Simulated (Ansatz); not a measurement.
## Sn₃PbSe₄ (Pmmm) at 3 levels of theory

One geometry, relaxed with PBE; plane waves with PAW potentials in Ansatz, scalar-relativistic unless the row names spin-orbit coupling. No spin polarisation but for the spin–orbit row. Gaps are the least over mesh and band path; pressure is positive in compression.

```cif
data_structure
_symmetry_space_group_name_H-M 'Pmmm'
_symmetry_Int_Tables_number 47
_cell_length_a 4.3129
_cell_length_b 6.1019
_cell_length_c 8.6297
_cell_angle_alpha 90.000
_cell_angle_beta 90.000
_cell_angle_gamma 90.000
_cell_volume 227.11
loop_
_atom_site_label
_atom_site_type_symbol
_atom_site_symmetry_multiplicity
_atom_site_Wyckoff_symbol
_atom_site_fract_x
_atom_site_fract_y
_atom_site_fract_z
_atom_site_occupancy
Sn1 Sn 2 q 0.00000 0.00000 0.74890 1
Sn2 Sn 1 h 0.50000 0.50000 0.50000 1
Pb1 Pb 1 f 0.50000 0.50000 0.00000 1
Se1 Se 2 r 0.00000 0.50000 0.74380 1
Se2 Se 1 b 0.50000 0.00000 0.00000 1
Se3 Se 1 d 0.50000 0.00000 0.50000 1
```

```
level  cutoff (eV)  k mesh  gap (eV)  pressure (GPa)
  PBE          420   8×6×4         0             0.0
```

Question: What comes out on the same cell with r2SCAN, PBE with spin-orbit coupling?

Answer:
| level | cutoff (eV) | k mesh | gap (eV) | pressure (GPa) |
| --- | --- | --- | --- | --- |
| r2SCAN | 500 | 8×6×4 | 0 | -1.0 |
| PBE with spin-orbit coupling | 420 | 8×6×4 | 0.07 | -0.1 |

Spin-orbit coupling matters for the bands of heavy elements and enters only rows that name it. The smearing is narrow for a metal on this mesh.

The structure comes from a generated guess; another structure or a mixture of phases may lie lower.
